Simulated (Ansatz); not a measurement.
PbS (NiAs type, P6_3/mmc) at seven volumes, LDA (plane waves, PAW; program Ansatz), shape and atoms relaxed at each. One row is withheld.

```tsv
V (Å³/atom)	P (GPa)
23.011	6.64
23.770	4.11
24.528	1.89
25.287	0.00
26.045	-1.67
26.804	?
27.563	-4.40
```

Q: Fit the shown pressures and predict the withheld one.

A: P = (3/2)B₀(x^(7/2) − x^(5/2))[1 + (3/4)(B′ − 4)(x − 1)] with x = (V₀/V)^(2/3). Least squares on the six rows gives V₀ = 25.283 Å³/atom, B₀ = 59.5 GPa, B′ = 3.61. At V = 26.804, x = 0.9618 and P = -3.13 GPa. The run itself gave -3.14 GPa.

The first step of the workflow began from a Materials Project structure, measured or hypothetical; the Crystallography Open Database copy checked does not list it. It is not the phase usual at ambient conditions (space group No. 225). Symmetry was held in the LDA relaxation; of distortions, only those at the zone centre were tested, and some modes there are weakly imaginary. Spin–orbit coupling is left out wherever it is not named.

Potentials: the later of the program's two PAW sets.
